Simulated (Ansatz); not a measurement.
Relaxed-ion elastic tensor of LaMoN3 in space group R3c (No. 161; La on 6a, Mo on 6a, N on 18b) in GPa (Voigt order), DFT-PBEsol in the program Ansatz with PAW potentials; density 7.24 g/cm³, 12.70 Å³ per atom.

```
  302    167   92.6   37.2    0.0    0.0
  167    302   92.6  -37.2    0.0    0.0
 92.6   92.6    244    0.0    0.0    0.0
 37.2  -37.2    0.0   51.1    0.0    0.0
  0.0    0.0    0.0    0.0   51.1   37.2
  0.0    0.0    0.0    0.0   37.2   67.6
```

### Question
Is the crystal mechanically stable?

### Answer
Yes: the smallest eigenvalue of C is 21.3 GPa.

### Question
Work out the Voigt, Reuss and Hill averages.

### Answer
K_V = 172, K_R = 166, K_H = 169; G_V = 67.0, G_R = 39.9, G_H = 53.5 GPa.

### Question
Give Young's modulus, Poisson's ratio, Pugh's ratio and the universal anisotropy index.

### Answer
E = 9KG/(3K + G) = 145 GPa; ν = 0.36; K/G = 3.16 (ductile by the Pugh limit of 1.75); A_U = 5G_V/G_R + K_V/K_R − 6 = 3.43.

### Question
Estimate the sound speeds and the Debye temperature.

### Answer
v_l = √((K + 4G/3)/ρ) = 5760 m/s, v_t = √(G/ρ) = 2720 m/s, mean 3060 m/s; Θ = (h/k)(3n/4πV)^(1/3) v_m = 390 K.

### Question
Solve the Christoffel equation for the three sound speeds along x, y, z.

### Answer
Eigenvalues of C_ijkl n_j n_l equal ρv² (piezoelectric stiffening left out). In km/s, slowest first: x 1.71, 3.67, 6.46; y 2.51, 3.05, 6.51; z 2.66, 2.66, 5.80.

### Question
How much does each axis shrink under pressure?

### Answer
Linear compressibilities β_i = Σ_j S_ij (j = 1 to 3): x 1.6, y 1.6, z 2.9 per TPa.

The first step of the workflow began from a Materials Project structure, measured or hypothetical; the Crystallography Open Database copy checked does not list it. Its standing as an ambient phase is unchecked. The cell was relaxed with PBEsol under the symmetry of its start; phonons on a q-mesh show no instability. No spin polarisation was allowed. Scalar-relativistic: spin–orbit coupling is off unless named, which matters more the heavier the elements.

Potentials: the later of the program's two PAW sets.
